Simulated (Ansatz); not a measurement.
Phonons of a relaxed structure of LiCl by density-functional perturbation theory (low response-accuracy setting, no LO–TO term) at Γ and zone-boundary points with q components 0 or ½ of the primitive reciprocal vectors. Computed with PBE (plane waves to 420 eV, PAW, scalar-relativistic; Ansatz, a program for electronic structure). Γ-centred k-mesh 10×10×10, Fermi–Dirac smearing 0.05 eV.

```
LiCl
1.0
    0.00000     2.57520     2.57520
    2.57520     0.00000     2.57520
    2.57520     2.57520     0.00000
Cl Li
1 1
Direct
  0.00000   0.00000   0.00000
  0.50000   0.50000   0.50000
```

Space group Fm-3m (No. 225), rock salt type.

```
q            wavenumbers (cm⁻¹; i marks imaginary)
-----------  -------------------------------------
Γ                                 0 (×3), 167 (×3)
L (½, 0, 0)           103 (×2), 185 (×2), 202, 387
X (½, ½, 0)           127 (×2), 181 (×2), 190, 209
```

No instability shows at these points (nothing beyond 15i cm⁻¹, the threshold used here). Other wavevectors were not sampled, so this does not prove stability.

No spin polarisation in the result.
